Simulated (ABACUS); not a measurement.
Set-up for a self-consistent single point of Ag (Fm-3m, 4 atoms in the cell; from Materials Project mp-124, changed as shown).

```xyz
4
Lattice="4.0484 0.0000 0.0000 0.0000 4.0484 0.0000 0.0000 0.0000 4.0484" Properties=species:S:1:pos:R:3 pbc="T T T"
Ag     0.0000     0.0000     0.0000
Ag     0.0000     2.0242     2.0242
Ag     2.0242     0.0000     2.0242
Ag     2.0242     2.0242     0.0000
```

Method: ABACUS with PBE, numerical atomic orbitals TZDP (confined pseudo-atomic orbitals with Gaussian additions; energy shift 0.01 Ry), PseudoDojo 0.5 standard norm-conserving PBE (tails mended) pseudopotentials.

ABACUS settings:

```
setting                                                               value
---------------  ----------------------------------------------------------
basis                  TZDP numerical atomic orbitals, energy shift 0.01 Ry
KPT                                                       Gamma 8 8 8 0 0 0
basis_type                                                             lcao
ecutwfc                                                              100 Ry
smearing_method                                                          fd
smearing_sigma                                                0.00734986 Ry
potentials       PseudoDojo 0.5 standard norm-conserving PBE (tails mended)
symmetry                                                                  1
ks_solver                                                           genelpa
scf_nmax                                                                100
scf_thr                                                             1.0e-06
mixing_type                                                           pulay
```

Results:

Number of valence electrons: 76
Number of bands: 48
Number of k-points after the program's reduction: 35
Size of the basis: 156
Number of SCF iterations: 7
Free energy E − TS: -16872.7128 eV
Fermi level (on the code's own zero): 18.05 eV
Pressure: 8.88 GPa

Stress (GPa, positive for compression):
```
8.88  0.00  0.00
0.00  8.88  0.00
0.00  0.00  8.88
```

For comparison: a first run was changed to give this one (lattice scaled by 0.98), and from it to this one the free energy rises by 31.9 meV/atom and the pressure goes from 1.63 to 8.88 GPa.

The atom-centred basis is finite, which shifts total energies and pressures against plane waves. The structure comes from a collection of computed structures, made at another level of theory; the collection holds predicted forms beside known ones. Its lattice was then scaled.

Cost on one core: very roughly 30 core-seconds.

The atomic orbitals were generated for these runs; they are not ABACUS's published sets and were checked against plane waves on a few crystals only.

“Tails mended”: in these copies of the files the far tail of each local potential was reset to the Coulomb form.
